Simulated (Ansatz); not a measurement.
Ta$_{2}$O$_{5}$ (C2), an elastic constant from a strain scan

Theory: DFT PBEsol, scalar-relativistic, plane waves, PAW in Ansatz. Settings: plane waves to 420 eV, k-mesh 8×8×6 (Γ-centred), Gaussian smearing 0.05 eV. Spin–orbit coupling is left out, which can shift energies with elements as heavy as these. No spin polarisation. Energies are free energies at this smearing, counted from the undisturbed cell; pressure is positive in compression.

Zero of the scan (relaxed at this level; it needn't be the usual structure):

```
Ta O
1.0
     2.96215   -2.53804    0.01669
     2.96215    2.53804    0.01669
    -2.67881    0.00000    5.08728
Ta O
2 5
Cartesian
  0.3492 -0.2037 1.4931
  2.8963 -0.2037 3.6276
  0.7944 -1.0381 3.3286
  -1.5155 -0.3282 4.8709
  1.6227 1.1553 2.5603
  4.7610 -0.3282 0.2497
  2.4511 -1.0381 1.7921
```

The cell is strained by ε times the Voigt pattern (1, -1, 0, 0, 0, 0) (xx, yy, zz, yz, xz, xy; engineering shear) with fractional coordinates fixed. The cell holds 7 atoms in V0 = 76.72 Å³. The stress column is τ = (1/V0) dE/dε, got from the stress tensor σ (compression positive) at each point as −det(1 + εP) σ : P(1 + εP)⁻¹, with P the pattern as a tensor.

| ε | ΔE (meV/atom) | τ (GPa) |
| --- | --- | --- |
| -0.0150 | 4.745 | -9.248 |
| -0.0100 | 2.106 | -6.140 |
| -0.0050 | 0.525 | -3.060 |
| 0.0000 | 0.000 | -0.006 |
| 0.0050 | 0.500 | 3.023 |
| 0.0100 | 2.055 | 6.027 |
| 0.0150 | 4.631 | 9.006 |
| 0.0175 | 6.296 | 10.486 |
| 0.0200 | ? | ? |

Problem. Which combination of elastic constants does this scan measure, and how large is it?

Solution. For small ε, τ = τ0 + Kε with K = pᵀCp, which for this pattern is C11 + C22 − 2 C12 in the Cartesian frame shown. The parabola through τ at ε = -0.0050, 0 and 0.0050 has slope K = 608 GPa at zero. The energies per cell, E = NΔE, of the same two points give K = 2[E(ε₊)/ε₊ − E(ε₋)/ε₋]/[(ε₊ − ε₋)V0] = 599 GPa, in agreement. These are clamped-ion values.

Problem. Predict the withheld row at ε = 0.0200 from the harmonic law, and compare.

Solution. ΔE = V0(τ0 ε + Kε²/2)/N = 8.315 meV/atom and τ = 12.16 GPa. The calculation gives 8.213 meV/atom and 11.96 GPa, a miss of 1.2 % of the harmonic energy, so the harmonic law still holds here.

Forces appear on the atoms along this scan, and letting them relax would lower the energy and soften the response.